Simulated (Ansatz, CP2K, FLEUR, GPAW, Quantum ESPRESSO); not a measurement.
**One calculation of Sn3Te, 5 ways**

```
Te Sn
1.0
     4.86562    0.00000    0.00000
     0.00000    4.86562    0.00000
     0.00000    0.00000    4.86562
Te Sn
1 3
Direct
  0.00000 0.00000 0.00000
  0.00000 0.50000 0.50000
  0.50000 0.00000 0.50000
  0.50000 0.50000 0.00000
```

The cell comes from a database or a generator and needn't be the stable form of this composition.

Alike in all runs: task equation of state; functional PBEsol; k mesh 6 × 6 × 6; occupations fermi-dirac, width 0.05 eV; no spin polarisation; no spin-orbit coupling.

| program and potentials | plane-wave cutoff (eV) | notes | equilibrium volume (Å³/atom) | bulk modulus (GPa) |
| --- | --- | --- | --- | --- |
| GPAW, PAW data sets generated for this functional | 600 | - | 27.18 | 49.9 |
| FLEUR, all-electron, FLAPW | - | - | 27.35 | 50.3 |
| Ansatz, all-electron LAPW, scalar-relativistic | - | - | 27.33 | 50.1 |
| CP2K, POTENTIAL_UZH Te GTH-PBE-q6, Sn GTH-PBE-q4; TZVP-MOLOPT-PBE-GTH basis | - | atomic basis; potentials made for PBE | 29.00 | 46.9 |
| Quantum ESPRESSO, GBRV 1.5 PBEsol | 925 | - | 27.28 | 50.6 |

The equilibrium volume spans 27.18 (GPAW, PAW data sets generated for this functional) to 29.00 Å³/atom (CP2K, POTENTIAL_UZH Te GTH-PBE-q6, Sn GTH-PBE-q4; TZVP-MOLOPT-PBE-GTH basis), with all-electron results at 27.33 to 27.35. The bulk modulus spans 46.9 (CP2K, POTENTIAL_UZH Te GTH-PBE-q6, Sn GTH-PBE-q4; TZVP-MOLOPT-PBE-GTH basis) to 50.6 GPa (Quantum ESPRESSO, GBRV 1.5 PBEsol), with all-electron results at 50.1 to 50.3. The equilibrium volume of CP2K, POTENTIAL_UZH Te GTH-PBE-q6, Sn GTH-PBE-q4; TZVP-MOLOPT-PBE-GTH basis lies far from the others; the cause wasn't traced. The bulk modulus of CP2K, POTENTIAL_UZH Te GTH-PBE-q6, Sn GTH-PBE-q4; TZVP-MOLOPT-PBE-GTH basis lies far from the others; the cause wasn't traced. Rows in atomic bases carry the error of their basis and grid, which can be large. For a metal such a mesh isn't converged, which the comparison doesn't need.

The functional is the same throughout but for its coding, so the spread measures potentials, basis and numerics; runs on potential files found faulty are left out.
